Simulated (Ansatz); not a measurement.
PbI2:
```xyz
3
Lattice="4.4695 0.0000 0.0000 -2.2348 3.8707 0.0000 0.0000 0.0000 6.7845" Properties=species:S:1:pos:R:3 pbc="T T T"
Pb     0.0000     0.0000     0.0000
I      0.0000     2.5805     1.8626
I      2.2348     1.2902     4.9219
```

Tensor components refer to the Cartesian frame of this cell.

Give the high-frequency dielectric tensor and the Born effective charge tensors of the independent atoms from DFPT, LDA in the plane-wave PAW code Ansatz.


ε∞:
```
7.52  0.00  0.00
0.00  7.52  0.00
0.00  0.00  6.04
```
Z* of atom 1 (Pb), rows: field, columns: displacement, in e:
```
4.12  0.00  0.00
0.00  4.12  0.00
0.00  0.00  2.03
```
Z* of atom 2 (I), rows: field, columns: displacement, in e:
```
-2.06   0.00   0.00
 0.00  -2.06   0.00
 0.00   0.00  -1.01
```

Static charges for comparison (Bader): Pb1 +0.84, I2 -0.42 e. Born charges measure polarisation by displacement and can exceed these by far.

Space group P-3m1 (CdI2 type). Symmetry was held in the LDA relaxation. A crystal of weakly bound layers computed without a dispersion correction: the cell and the soft elastic constants depend strongly on that. Scalar-relativistic: spin–orbit coupling is off unless named, which matters more the heavier the elements.

Potentials: the later of the program's two PAW sets.
